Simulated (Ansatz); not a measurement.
NiGe in space group Pnma (No. 62; Ni on 4c, Ge on 4c) under volume change, the program Ansatz at the r²SCAN level (PAW), shape and atoms relaxed at each volume.

| V (Å³/atom) | E − E(relaxed) (meV/atom) | P (GPa) |
|---|---|---|
| 12.100 | 58.6 | 17.26 |
| 12.499 | 24.4 | 10.44 |
| 12.898 | 5.7 | 4.74 |
| 13.297 | 0.0 | 0.01 |
| 13.696 | 5.1 | -4.01 |
| 14.095 | 19.4 | -7.40 |
| 14.494 | 41.5 | -10.25 |

### Question
What does a third-order Birch–Murnaghan fit give for V₀, B₀ and B′?

### Answer
V₀ = 13.30 Å³/atom, B₀ = 146 GPa, B′ = 4.8.

The r²SCAN relaxation kept the symmetry of its start. The workflow began spin-polarised and lost its moments.

Potentials: the later of the program's two PAW sets.
